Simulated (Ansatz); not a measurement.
ZnSe (zinc blende)

```
CELL_PARAMETERS angstrom
      0.00000     2.86650     2.86650
      2.86650     0.00000     2.86650
      2.86650     2.86650     0.00000
ATOMIC_POSITIONS crystal
  Se 0.75000 0.75000 0.75000
  Zn 0.00000 0.00000 0.00000
```

This relaxed cell (volume V₀) is scaled evenly in all directions, its shape held. Symmetry pins the atoms to their sites.

All values below come from PBE (plane waves to 420 eV, PAW, scalar-relativistic; Ansatz, a quantum-chemistry and plane-wave program). k mesh 10×10×10 (Γ-centred), Fermi-Dirac smearing 0.05 eV. E stands for the smeared free energy. Stress and pressure are positive under compression. ZnSe was relaxed with its symmetry unable to fall. The zero of ΔE is the relaxed starting cell.

```csv
V (Å³/atom),ΔE (meV/atom)
22.140,16.8
22.423,10.5
22.706,5.8
22.988,withheld
23.271,0.6
23.554,0.0
23.836,0.6
24.119,2.3
24.402,5.1
24.684,8.8
24.967,13.5
```

**Question.** Fit a third-order Birch-Murnaghan form (E₀, V₀, B₀, B₀′ free) to the given rows and predict ΔE at V = 22.988.

**Answer.** Least squares on the 10 given rows: ΔE = E₀ + (9V₀B₀/16)·y²·[2 + (B₀′ − 4)y], y = (V₀/V)^(2/3) − 1, with V₀ = 23.554 Å³/atom, B₀ = 56.68 GPa (160.2 GPa = 1 eV/Å³; the term in eV is multiplied by 1000), B₀′ = 4.46, E₀ = 0.01 meV/atom; root-mean-square residual 0.02 meV/atom. At 22.988 the fit gives 2.5 meV/atom; the calculation gives 2.5 meV/atom, the same to the digits shown. For the pressure the fit gives 1.46 GPa against the computed 1.45 GPa.

(Under strain, the slope of the energy per volume gives the stress and its curvature an elastic modulus.)
